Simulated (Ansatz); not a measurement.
V:
```xyz
1
Lattice="2.1838 1.2608 0.8045 -2.1838 1.2608 0.8045 0.0000 -2.5216 0.8045" Properties=species:S:1:pos:R:3 pbc="T T T"
V      0.0000     0.0000     0.0000
```

Relaxed with r²SCAN. Special points in fractions of this cell's reciprocal vectors: Γ (0.000, 0.000, 0.000); L (0.500, 0.000, 0.000); T (0.500, -0.500, 0.500); P0 (0.235, -0.765, 0.235); P2 (0.235, 0.235, 0.235); F (0.500, -0.500, 0.000).

Question: List the band energies nearest the Fermi level at these points for the program Ansatz at the r²SCAN level (PAW).

Answer: In eV from the Fermi level; about four levels below and three above (degenerate sets whole), none deeper than 8.9 eV; … stands for higher levels left out; points with the same levels are listed once.

```tsv
k	below	above
Γ	-7.12 -0.43	0.67 0.67 …
L	-3.39 -1.08	2.27 2.43 2.70
T	-3.21 -3.21	3.57 3.57 4.57
P0	-1.51 -1.51 -0.56	2.98 2.98 …
F	-3.46 -1.48	0.90 3.01 3.33
```

Space group R-3m (simple rhombohedral). The start of the workflow was typed in or built on a structure type; neither database checked (COD, Materials Project) lists it. It is not the phase usual at ambient conditions (space group No. 229). Symmetry was held in the r²SCAN relaxation; whether a distortion lowers the energy is not shown. The workflow began spin-polarised and lost its moments. The cell computed holds one magnetic atom, so no antiferromagnetic order was within reach. The volume moved by 25 % from the start of the relaxation.

Potentials: the earlier of the program's two PAW sets.
